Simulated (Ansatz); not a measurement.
Here is an unrelaxed guess for CaAu₄.

```
Ca Au
1.0
     2.18935   -5.22544    0.00000
     2.18935    5.22544    0.00000
     0.00000    0.00000    6.18423
Ca Au
1 4
Direct
  0.00000 0.00000 0.50000
  0.50000 0.50000 0.78960
  0.50000 0.50000 0.21040
  0.31730 0.68270 0.50000
  0.68270 0.31730 0.50000
```

These are results of DFT PBE, scalar-relativistic, plane waves, PAW in Ansatz, not measurements. Plane waves to 420 eV, a k mesh through Γ of 4×4×4 on the computed 5-atom cell and Gaussian smearing (0.10 eV); no spin polarisation.

Formation energies are uncorrected and refer to the elements' standard structures at the same level.

Question: What does a single point on this coarse mesh give?

Answer: The pressure is 10.9 GPa (the mean over three directions, positive in compression), the largest force is 1.79 eV/Å, and the energy is +0.08 eV/atom against the elements. The shortest distance is 2.60 Å.

Question: Is it a good guess?

Answer: A fair one: relaxing gains about 0.18 eV/atom (the start's value is from the coarse mesh, so the gain is rough) in 28 ionic steps and ends at −0.10 eV/atom on the finer mesh. The symmetry stays Cmmm (No. 65). The volume per atom grows by 11.2 %, from 28.3 to 31.5 Å³. The shortest distance goes from 2.60 Å (Au–Au) to 2.62 Å (Au–Au). Conventional cell: a = 5.266 Å, b = 10.897 Å, c = 5.485 Å. Ca has 6 Au at 3.00–3.03 Å and 4 Au at 3.57 Å; Au on a site of symmetry mm2 is surrounded by 1 Au at 2.62 Å, 3 Au at 2.81–2.86 Å and 2 Ca at 3.00 Å; around Au on a site of symmetry m2m lie 4 Au at 2.70–2.81 Å, 1 Ca at 3.03 Å and 2 Ca at 3.57 Å.

The last run used an 8×8×8 mesh for its 5-atom cell and Gaussian smearing of 0.10 eV. These runs have no spin–orbit coupling, which can matter for Au. The relaxation can't lower the symmetry of the start, and the grade says only how near the guess is to its own end. Symmetry constrained the relaxation, so the result can be a saddle point.
